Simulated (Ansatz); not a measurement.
**Piezoelectric tensor of BeZn2Te3**

Method: DFT PBE, scalar-relativistic, plane waves, PAW in Ansatz 0.2.0. Plane waves to 420 eV; Γ-centred k mesh 6×6×4; fixed occupations. No spin polarisation.

Equilibrium structure at this level:
```xyz
6
Lattice="4.2506 0.0000 0.0000 -2.1253 3.6811 0.0000 0.0000 0.0000 10.4346" Properties=species:S:1:pos:R:3 pbc="T T T"
Be    0.0000    2.4541    6.9620
Zn    0.0000    0.0000   10.3730
Zn    2.1253    1.2270    3.5615
Te    0.0000    2.4541    9.4093
Te    2.1253    1.2270    6.2292
Te    0.0000    0.0000    2.5947
```

The cell was found from a structure generator's guess, not taken from experiment. Spin–orbit coupling is left out, which matters for heavy elements.

(1) Give the relaxed-ion proper piezoelectric stress tensor e_iJ (C/m², Voigt columns xx yy zz yz xz xy).

(2) With the elastic constants (GPa, Voigt order)
```
84.9 29.2 24.8  7.2  0.0  0.0
29.2 84.9 24.8 -7.2  0.0  0.0
24.8 24.8 96.4  0.0  0.0  0.0
 7.2 -7.2  0.0 23.4  0.0  0.0
 0.0  0.0  0.0  0.0 23.4  7.2
 0.0  0.0  0.0  0.0  7.2 27.8
```
find the strain coefficients d = e·C⁻¹ (pC/N).

Answers

(1)
```
x    0.000  0.000  0.000  0.000  0.114  0.155
y    0.155 -0.155  0.000  0.114  0.000  0.000
z    0.064  0.064 -0.155  0.000  0.000  0.000
```
Signs follow the orientation of the cell as given.

(2)
```
x    0.00  0.00  0.00  0.00  3.46  4.67
y    2.34 -2.34  0.00  3.46  0.00  0.00
z    1.02  1.02 -2.14  0.00  0.00  0.00
```
